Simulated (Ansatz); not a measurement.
## Na2TiF6: Coordination and 49Ti quadrupole coupling

Cell: a computed structure from the Materials Project (it need not be an observed phase).

```cif
data_structure
_symmetry_space_group_name_H-M 'P 1'
_symmetry_Int_Tables_number 1
_cell_length_a 9.4269
_cell_length_b 9.4269
_cell_length_c 4.5479
_cell_angle_alpha 90.000
_cell_angle_beta 90.000
_cell_angle_gamma 120.000
_cell_volume 350.01
loop_
_atom_site_label
_atom_site_type_symbol
_atom_site_fract_x
_atom_site_fract_y
_atom_site_fract_z
_atom_site_occupancy
Na1 Na 0.34229 0.34229 0.00000 1
Na2 Na 0.00000 0.65771 0.00000 1
Na3 Na 0.65771 0.00000 0.00000 1
Na4 Na 0.65771 0.65771 0.00000 1
Na5 Na 0.00000 0.34229 0.00000 1
Na6 Na 0.34229 0.00000 0.00000 1
Ti7 Ti 0.66667 0.33333 0.49700 1
Ti8 Ti 0.33333 0.66667 0.50300 1
Ti9 Ti 0.00000 0.00000 0.00000 1
F10 F 0.57160 0.42840 0.73246 1
F11 F 0.57160 0.14320 0.73246 1
F12 F 0.85680 0.42840 0.73246 1
F13 F 0.14320 0.57160 0.26754 1
F14 F 0.42840 0.85680 0.26754 1
F15 F 0.42840 0.57160 0.26754 1
F16 F 0.76142 0.23858 0.26280 1
F17 F 0.76142 0.52285 0.26280 1
F18 F 0.47715 0.23858 0.26280 1
F19 F 0.09708 0.90292 0.22146 1
F20 F 0.09708 0.19416 0.22146 1
F21 F 0.80584 0.90292 0.22146 1
F22 F 0.19416 0.09708 0.77854 1
F23 F 0.90292 0.80584 0.77854 1
F24 F 0.90292 0.09708 0.77854 1
F25 F 0.23858 0.76142 0.73720 1
F26 F 0.23858 0.47715 0.73720 1
F27 F 0.52285 0.76142 0.73720 1
```

Atom numbers follow the list; atoms alike are taken as one site, whose name carries the number of the first.

All values are calculated (Ansatz; DFT, PBE, plane waves and PAW, scalar-relativistic, 420 eV cutoff, Γ-centred 3×3×5 k-points, Fermi–Dirac smearing 0.02 eV), not measured.

Q(49Ti) = 247.0 mb.

(1) Order the Ti environments from the weakest to the strongest quadrupole coupling.
A. Ti9: 6 F at 1.88 Å
B. Ti7: 6 F at 1.88–1.89 Å

## Answers

(1) B (3.22 MHz, η = 0.00), A (18.3 MHz, η = 0.00).

An axis of threefold or higher order runs through Ti7 and Ti9, so V_zz lies along it and η is zero. Like point charges on the first shell alone (each adding as 1/d³) would give the same order.
